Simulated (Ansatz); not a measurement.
Relaxed structure of CF2 on the (111) surface of CoSi₂, one molecule per 48.7 Å² (the molecule's atoms stand last):

```xyz
27
Lattice="7.5013 0.0000 0.0000 -3.7507 6.4963 0.0000 0.0000 0.0000 23.3880" Properties=species:S:1:pos:R:3 pbc="T T T"
Si    1.8753    3.2482    8.0000
Si    3.7507    0.0000    8.0000
Si   -1.8753    3.2482    8.0000
Si    0.0000    0.0000    8.0000
Co    1.8753    1.0827    8.7656
Co    0.0000    4.3309    8.7656
Co    5.6260    1.0827    8.7656
Co    3.7507    4.3309    8.7656
Si    3.7507    2.1654    9.5312
Si    1.8753    5.4136    9.5312
Si    0.0000    2.1654    9.5312
Si   -1.8753    5.4136    9.5312
Si    3.7440    4.3348   10.9982
Si    5.6661    1.1011   11.0572
Si    0.0042    4.2871   11.0572
Si    1.8613    1.0909   11.0477
Co    3.7692    2.1631   11.8292
Co    1.8829    5.4093   11.8522
Co    0.0335    2.1462   12.0520
Co   -1.8640    5.3988   11.8292
Si   -1.9809    3.3092   12.6122
Si    0.0289   -0.0718   12.4990
Si    1.9521    3.2591   12.4991
Si    3.7559   -0.0030   12.4665
C    -0.6558    2.5445   13.8452
F    -0.0379    3.4366   14.6716
F    -1.1189    1.5634   14.6720
```

The calculation used Ansatz, DFT PBE+D3(BJ), scalar-relativistic, plane waves, PAW. Plane waves to 420 eV, a k mesh through Γ of 3×3×1 on the computed 27-atom cell and Gaussian smearing (0.10 eV); no spin polarisation. The cell repeats along c with a dipole correction in the vacuum.

The slab and the molecular layer are also computed alone at these places.

Q: How does the adsorption energy per molecule split into interaction and deformation?

A: E_ads = -1.987 eV: interaction of the rigid parts -2.347 eV, deformation of the slab +0.272 eV, deformation of the molecule with its lateral interactions +0.088 eV.

Q: How much charge moves across the plane at z = 13.23 Å, midway between slab and molecule?

A: About 0.09 electrons a cell move up to the molecule; half the integral of |Δρ| is 0.83 e.

Spin polarisation was left out, and a magnetic state may lie lower.